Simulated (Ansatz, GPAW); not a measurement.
This is a calculation of PtRh3 for Ansatz 0.2.0. The cell comes from a database or a generator and needn't be the stable form of this composition.

input.yaml

```yaml
crystal:
  lattice:
    - [-1.9191582, 1.9191582, 3.84464319]
    - [1.9191582, -1.9191582, 3.84464319]
    - [1.9191582, 1.9191582, -3.84464319]
  atoms:
    - { symbol: Pt, position: [0.0, 0.0, 0.0] }
    - { symbol: Rh, position: [0.5, 0.5, 0.0] }
    - { symbol: Rh, position: [0.25, 0.75, 0.5] }
    - { symbol: Rh, position: [0.75, 0.25, 0.5] }
kpoints:
  mp_grid: { grid: [10, 10, 10] }
scf:
  occupations: { method: fermi_dirac, width: 0.05 }
hamiltonian:
  xc: pbesol
  pseudopotentials: { kind: all_electron, lapw: { basis_error: 0.001 } }
output:
  forces: true
  stress: true
  eigenvalues: true
  populations: true
```

Potentials or basis: all-electron LAPW, scalar-relativistic.

Launch:

```bash
$ ansatz run input.yaml --threads 2 --pin off --max-ram 8192MiB --backend cpu --events-out ev --progress --plain --runs-dir out
```

Q: What does the same run look like in GPAW 26.7.0 (ASE script)? Potentials or basis there: PAW data sets generated for this functional, cutoff 600 eV.

A: As run (cutoffs and basis follow the program's own potentials, and thresholds, step limits or extra output files can differ):

run.py

```python
from ase import Atoms
from ase.dft.bandgap import bandgap
from ase.io import write
from ase.units import GPa
from gpaw import GPAW, PW, setup_paths

setup_paths.insert(0, '.')

atoms = Atoms(['Pt', 'Rh', 'Rh', 'Rh'],
              cell=[[-1.9191582, 1.9191582, 3.84464319],
                    [1.9191582, -1.9191582, 3.84464319],
                    [1.9191582, 1.9191582, -3.84464319]],
              scaled_positions=[[0.0, 0.0, 0.0],
                                [0.5, 0.5, 0.0],
                                [0.25, 0.75, 0.5],
                                [0.75, 0.25, 0.5]],
              pbc=True)

calc = GPAW(mode=PW(600),
            xc='PBEsol',
            kpts={'size': (10, 10, 10), 'gamma': True},
            occupations={'name': 'fermi-dirac', 'width': 0.05},
            nbands=53,
            convergence={'density': 1e-05, 'energy': 1e-05},
            maxiter=150,
            txt='gpaw.txt')
atoms.calc = calc
energy = atoms.get_potential_energy()
forces = atoms.get_forces()
stress = atoms.get_stress()
calc.write('gs.gpw')
write('result.traj', atoms)
print(f'Energy: {energy:.6f} eV')
print('Forces (eV/A):')
print(forces.round(4))
print('Stress (GPa):', (stress / GPa).round(3))
print('Fermi level:', round(calc.get_fermi_level(), 4), 'eV')
print(f'Gap: {bandgap(calc)[0]:.4f} eV, direct: {bandgap(calc, direct=True)[0]:.4f} eV')
```

Potentials or basis: PAW data sets generated in the run's folder for this functional, pw.

Command:

```bash
$ gpaw-setup -f PBEsol Pt Rh
$ OMP_NUM_THREADS=1 python run.py
```

Both were run:

|  | Ansatz | GPAW |
| --- | --- | --- |
| Pressure | -5.7 GPa | -4.0 GPa |

Where Ansatz's input types no cutoff or centring, it takes its own default and a Γ-centred mesh.

Pressure is positive in compression.
